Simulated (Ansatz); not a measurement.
InPd2 in space group Pnma (No. 62; In on 4c, Pd on 4c, Pd on 4c) under volume change, DFT-r²SCAN in the program Ansatz with PAW potentials, shape and atoms relaxed at each volume.

```
V (Å³/atom)  E − E(relaxed) (meV/atom)  P (GPa)
-----------  -------------------------  -------
15.036                            74.3    17.72
15.531                            30.8    10.64
16.027                             7.2     4.80
16.523                             0.0     0.00
17.018                             6.3    -3.94
17.514                            23.6    -7.16
18.010                            50.0    -9.79
```

What does a third-order Birch–Murnaghan fit give for V₀, B₀ and B′?

V₀ = 16.52 Å³/atom, B₀ = 145 GPa, B′ = 5.6.

The workflow started from a Materials Project entry (that database holds measured and hypothetical structures alike); the Crystallography Open Database copy checked does not list it. Its standing as an ambient phase is unchecked. The r²SCAN relaxation kept the symmetry of its start; whether a distortion lowers the energy is not shown. The run is not spin-polarised.

Potentials: the later of the program's two PAW sets.
